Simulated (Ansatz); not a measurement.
Level of theory: Ansatz, DFT r2SCAN, scalar-relativistic, plane waves, PAW.

Structure of Sc6Te2Ru:

```
CELL_PARAMETERS angstrom
7.73364 0.00000 0.00000
-3.86682 6.69753 0.00000
0.00000 0.00000 3.83871
ATOMIC_POSITIONS crystal
Sc 0.23781 0.00000 0.50000
Sc 0.00000 0.23781 0.50000
Sc 0.76219 0.76219 0.50000
Sc 0.61296 0.00000 0.00000
Sc 0.00000 0.61296 0.00000
Sc 0.38704 0.38704 0.00000
Te 0.33333 0.66667 0.50000
Te 0.66667 0.33333 0.50000
Ru 0.00000 0.00000 0.00000
```

Cutoff 500 eV; k points 6×6×10 on the computed 9-atom cell (Γ-centred); Gaussian smearing, width 0.10 eV; no spin polarisation.

Levels along Γ–M–K–Γ–A–L–H–A | L–M | H–K, in eV from the Fermi level, sorted by energy at each point. Points in fractions of the primitive reciprocal vectors: Γ (0.000 0.000 0.000), M (0.500 0.000 0.000), K (0.333 0.333 0.000), A (0.000 0.000 0.500), L (0.500 0.000 0.500), H (0.333 0.333 0.500).
| point | k (1/Å, with 2π) | band 54 | band 55 | band 56 | band 57 | band 58 | band 59 | band 60 |
| --- | --- | --- | --- | --- | --- | --- | --- | --- |
| Γ | 0.000 | -1.75 | -1.12 | 0.25 | 0.25 | 0.94 | 0.94 | 1.06 |
| - | 0.067 | -1.73 | -1.10 | 0.20 | 0.21 | 0.92 | 0.94 | 1.07 |
| - | 0.134 | -1.67 | -1.06 | 0.07 | 0.11 | 0.88 | 0.94 | 1.12 |
| - | 0.201 | -1.59 | -1.00 | -0.08 | -0.02 | 0.84 | 0.95 | 1.13 |
| - | 0.268 | -1.51 | -0.92 | -0.25 | -0.15 | 0.80 | 0.96 | 1.10 |
| - | 0.335 | -1.47 | -0.82 | -0.41 | -0.27 | 0.78 | 0.96 | 1.08 |
| - | 0.402 | -1.46 | -0.72 | -0.52 | -0.38 | 0.76 | 0.96 | 1.09 |
| M | 0.469 | -1.47 | -0.68 | -0.53 | -0.46 | 0.76 | 0.95 | 1.13 |
| - | 0.508 | -1.47 | -0.71 | -0.51 | -0.45 | 0.76 | 0.95 | 1.12 |
| - | 0.546 | -1.45 | -0.76 | -0.48 | -0.45 | 0.78 | 0.96 | 1.10 |
| - | 0.585 | -1.43 | -0.82 | -0.45 | -0.44 | 0.80 | 0.96 | 1.08 |
| - | 0.624 | -1.39 | -0.89 | -0.43 | -0.42 | 0.83 | 0.97 | 1.05 |
| - | 0.662 | -1.36 | -0.96 | -0.42 | -0.41 | 0.87 | 0.97 | 1.03 |
| - | 0.701 | -1.35 | -1.02 | -0.41 | -0.40 | 0.90 | 0.98 | 1.01 |
| K | 0.740 | -1.37 | -1.04 | -0.40 | -0.40 | 0.91 | 0.98 | 1.01 |
| - | 0.817 | -1.31 | -0.98 | -0.43 | -0.38 | 0.88 | 0.97 | 1.01 |
| - | 0.895 | -1.32 | -0.92 | -0.42 | -0.32 | 0.84 | 0.94 | 1.03 |
| - | 0.972 | -1.41 | -0.92 | -0.33 | -0.22 | 0.83 | 0.93 | 1.07 |
| - | 1.049 | -1.52 | -0.98 | -0.16 | -0.07 | 0.84 | 0.93 | 1.11 |
| - | 1.127 | -1.64 | -1.04 | 0.02 | 0.08 | 0.88 | 0.93 | 1.14 |
| - | 1.204 | -1.72 | -1.10 | 0.18 | 0.20 | 0.92 | 0.94 | 1.08 |
| Γ | 1.282 | -1.75 | -1.12 | 0.25 | 0.25 | 0.94 | 0.94 | 1.06 |
| - | 1.398 | -1.64 | -0.99 | 0.18 | 0.18 | 0.92 | 0.92 | 1.02 |
| - | 1.515 | -1.39 | -0.81 | 0.01 | 0.01 | 0.80 | 0.80 | 0.92 |
| - | 1.632 | -1.06 | -0.72 | -0.18 | -0.18 | 0.56 | 0.56 | 0.76 |
| - | 1.749 | -0.70 | -0.70 | -0.32 | -0.32 | 0.28 | 0.28 | 0.51 |
| - | 1.866 | -0.54 | -0.54 | -0.24 | -0.24 | 0.08 | 0.08 | 0.21 |
| - | 1.983 | -0.59 | -0.59 | -0.19 | -0.19 | -0.07 | 0.25 | 0.25 |
| A | 2.100 | -0.62 | -0.62 | -0.23 | -0.23 | -0.19 | 0.48 | 0.48 |
| - | 2.167 | -0.67 | -0.66 | -0.19 | -0.19 | -0.18 | 0.41 | 0.41 |
| - | 2.234 | -0.78 | -0.72 | -0.20 | -0.12 | -0.07 | 0.29 | 0.32 |
| - | 2.301 | -0.89 | -0.77 | -0.21 | -0.09 | 0.02 | 0.20 | 0.25 |
| - | 2.368 | -0.99 | -0.78 | -0.24 | -0.11 | 0.03 | 0.16 | 0.23 |
| - | 2.435 | -1.07 | -0.76 | -0.28 | -0.20 | -0.03 | 0.14 | 0.24 |
| - | 2.502 | -1.12 | -0.71 | -0.31 | -0.31 | -0.06 | 0.14 | 0.26 |
| L | 2.569 | -1.14 | -0.68 | -0.36 | -0.32 | -0.07 | 0.15 | 0.27 |
| - | 2.608 | -1.13 | -0.69 | -0.37 | -0.31 | -0.07 | 0.14 | 0.26 |
| - | 2.646 | -1.11 | -0.70 | -0.38 | -0.27 | -0.08 | 0.14 | 0.24 |
| - | 2.685 | -1.08 | -0.73 | -0.40 | -0.22 | -0.09 | 0.13 | 0.22 |
| - | 2.724 | -1.04 | -0.76 | -0.42 | -0.15 | -0.10 | 0.12 | 0.19 |
| - | 2.762 | -1.00 | -0.80 | -0.44 | -0.12 | -0.08 | 0.10 | 0.15 |
| - | 2.801 | -0.95 | -0.85 | -0.46 | -0.12 | -0.01 | 0.08 | 0.10 |
| H | 2.840 | -0.90 | -0.90 | -0.47 | -0.12 | 0.04 | 0.07 | 0.07 |
| - | 2.917 | -0.98 | -0.83 | -0.42 | -0.12 | -0.05 | 0.05 | 0.16 |
| - | 2.994 | -1.01 | -0.82 | -0.29 | -0.13 | -0.09 | 0.05 | 0.21 |
| - | 3.072 | -0.99 | -0.82 | -0.19 | -0.13 | -0.07 | 0.09 | 0.23 |
| - | 3.149 | -0.92 | -0.80 | -0.21 | -0.06 | -0.01 | 0.16 | 0.24 |
| - | 3.227 | -0.80 | -0.75 | -0.20 | -0.10 | -0.05 | 0.26 | 0.29 |
| - | 3.304 | -0.68 | -0.67 | -0.20 | -0.18 | -0.16 | 0.39 | 0.39 |
| A | 3.381 | -0.62 | -0.62 | -0.23 | -0.23 | -0.19 | 0.48 | 0.48 |
| L | 3.381 | -1.14 | -0.68 | -0.36 | -0.32 | -0.07 | 0.15 | 0.27 |
| - | 3.498 | -1.04 | -0.70 | -0.52 | -0.11 | -0.04 | 0.16 | 0.28 |
| - | 3.615 | -0.84 | -0.77 | -0.60 | -0.05 | 0.05 | 0.16 | 0.43 |
| - | 3.732 | -0.93 | -0.68 | -0.60 | -0.01 | 0.08 | 0.23 | 0.58 |
| - | 3.849 | -1.10 | -0.63 | -0.52 | -0.02 | 0.14 | 0.44 | 0.73 |
| - | 3.966 | -1.27 | -0.62 | -0.51 | -0.17 | 0.39 | 0.70 | 0.85 |
| - | 4.083 | -1.41 | -0.66 | -0.52 | -0.35 | 0.64 | 0.91 | 1.00 |
| M | 4.200 | -1.47 | -0.68 | -0.53 | -0.46 | 0.76 | 0.95 | 1.13 |
| H | 4.200 | -0.90 | -0.90 | -0.47 | -0.12 | 0.04 | 0.07 | 0.07 |
| - | 4.317 | -0.89 | -0.89 | -0.50 | -0.09 | 0.07 | 0.07 | 0.24 |
| - | 4.434 | -0.88 | -0.88 | -0.43 | 0.01 | 0.05 | 0.05 | 0.51 |
| - | 4.551 | -0.92 | -0.92 | -0.23 | -0.01 | -0.01 | 0.16 | 0.56 |
| - | 4.668 | -1.02 | -1.01 | -0.10 | -0.10 | 0.07 | 0.37 | 0.65 |
| - | 4.784 | -1.17 | -1.01 | -0.22 | -0.22 | 0.41 | 0.61 | 0.76 |
| - | 4.901 | -1.31 | -1.03 | -0.34 | -0.34 | 0.73 | 0.85 | 0.89 |
| K | 5.018 | -1.37 | -1.04 | -0.40 | -0.40 | 0.91 | 0.98 | 1.01 |

Spin-orbit coupling is left out, which matters for the bands of heavy elements.

Cost: 1 run of about 18 core-minutes, on Intel Xeon Processor @ 2.50GHz (Skylake/Cascade Lake) (shared hosts).